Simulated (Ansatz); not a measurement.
KPt$_{2}$ single point

input.yaml (Ansatz 0.2.0)

```yaml
crystal:
  lattice:
    - [4.418445, 0.515743, -0.525531]
    - [0.677729, 5.866223, 1.080262]
    - [0.514868, -0.019571, 5.136592]
  atoms:
    - { symbol: K, position: [0.078641, 0.198297, 0.418] }
    - { symbol: K, position: [0.229906, 0.708655, 0.043544] }
    - { symbol: Pt, position: [0.350085, 0.252121, 0.908609] }
    - { symbol: Pt, position: [0.667334, 0.927511, 0.728543] }
    - { symbol: Pt, position: [0.670897, 0.930942, 0.243387] }
    - { symbol: Pt, position: [0.796944, 0.44705, 0.890565] }
kpoints:
  mp_grid: { grid: [4, 3, 4], shift: [0.5, 0.5, 0.5] }
magnetization:
  spin_polarized: false
scf:
  occupations: { method: methfessel_paxton, width: 0.0242 }
  lower_state_search: "off"
  max_iter: 200
hamiltonian:
  pseudopotentials: { kind: paw }
  xc: mr2scan
basis:
  ecutwfc: 500
  fft_grid_basis: typed
output:
  forces: true
  stress: true
  eigenvalues: true
  populations: true
  elf: true
  write_potential: true
  volumetric_format: npy
  dos:
    e_range: [-12, 8]
    de: 0.05
    projected: { site_lists: { K: [K], Pt: [Pt] } }
checkpoint:
  read: saved_state
```

The run starts from an earlier solution of this cell. 

Output (shortened):

```
Pseudopotentials: kind: paw
Pseudopotential: K, paw, valence charge 9, recommended cutoff 500 eV (meta_gga), K.paw.azcp
Pseudopotential: Pt, paw, valence charge 18, recommended cutoff 500 eV (meta_gga), Pt.paw.azcp
Functional definition: m-r2SCAN
  exchange = m_r2scan_x
  correlation = m_r2scan_c
Crystal: 6 atoms, lattice volume = 133.317 Å³
Basis set: ecut = 500 eV, 3385 PW (Γ), exchange–correlation on 144×180×160 points (64 copies of the dense FFT grid, shifted against one another)
Bands: 54, of which v1, the nominal top of the filled ones, is band 45 counted from 1 (44 counted from 0)
Symmetry: 1 space group operations
Space group: P1 (ITA 1), of the structure as read, at distance tolerance 5.1e-5 Å
k-points: 24 of 48 (time reversal used)
Initial density: read from a saved state, or passed on in memory by an earlier SCF of this step, an earlier step, the calling program or the single point that the run made first
Functional: x = mr2scan, c = mr2scan; τ floored in thin density (d = 2e-4 eV/Å³)
SCF iter   1: F=—  Δρ=2.65e-3  dr2=1.87e-3  dr2_τ=3.26e-3
SCF iter   2: F=—  S|Δr|=    0.00e0  Δρ=5.61e-4  dr2=6.71e-4  dr2_τ=5.01e-5
SCF iter   3: F=—  S|Δr|=    0.00e0  Δρ=2.99e-4  dr2=2.71e-4  dr2_τ=2.03e-5
SCF iter   4: F=—  S|Δr|=    0.00e0  Δρ=1.25e-4  dr2=3.63e-5  dr2_τ=1.71e-6
SCF iter   5: F=—  S|Δr|=    0.00e0  Δρ=4.14e-5  dr2=4.62e-6  dr2_τ=1.40e-7
SCF iter   6: F=—  S|Δr|=    0.00e0  Δρ=1.41e-5  dr2=3.86e-7  dr2_τ=3.45e-8
SCF iter   7: F=-53229.2274 eV  S|Δr|=    0.00e0  Δρ=5.17e-6  dr2=5.01e-8  dr2_τ=4.20e-9
Free energy (F): -53229.2274 eV
Harris-Foulkes:  -53229.2274 eV  (|F-HF|=2.81e-8)
Internal energy: -53229.2279 eV  (E = F + TS)
E sigma→0 (E₀):  -53229.2275 eV
Entropy (-TS):   0.0006 eV (0.096 meV/atom)
Fermi energy:    11.7777 eV
Step filling:    the computed levels leave a gap of 0.0352 eV = 1.5 smearing widths at the electron count; against every level under it full and every level over it empty, smearing changes F+E_penalty+E_count by +0.230 meV and its σ→0 estimate by +0.086 meV
--- Forces (eV/Å), atoms counted from 1 ---
  atom   1  K     -0.3335     0.5017     0.4958
  atom   2  K      0.2861     0.2483     1.0249
  atom   3  Pt    -0.2375     0.4997    -0.1634
  atom   4  Pt     0.1889    -1.7853    -0.0289
  atom   5  Pt     0.0976    -0.0792     0.2611
  atom   6  Pt    -0.0017     0.6143    -1.5896
--- Stress (GPa, compression-positive) ---
       14.2412       1.6560       0.1435
        1.6560       4.5298       2.2959
        0.1435       2.2959      11.2772
  P = ⅓ Tr σ = 10.0160 GPa (100.160 kbar)
--- Löwdin populations: 6 sites ---
  site symbol       q [e]
     0      K      8.3852
     1      K      8.3908
     2     Pt     18.0641
     3     Pt     18.2085
     4     Pt     18.2892
     5     Pt     18.1762
  spilling = 0.0054 (of n_electrons = 90.0000)
```

Total energies depend on the potentials used, so only differences within one code and one set of settings carry meaning.

Origin: a disordered cell, so it need not be a known compound. Caveats: the k mesh is coarse if the cell is a metal; atoms or cell far from equilibrium; m-r2SCAN is r2SCAN with a changed spin dependence that lowers moments.
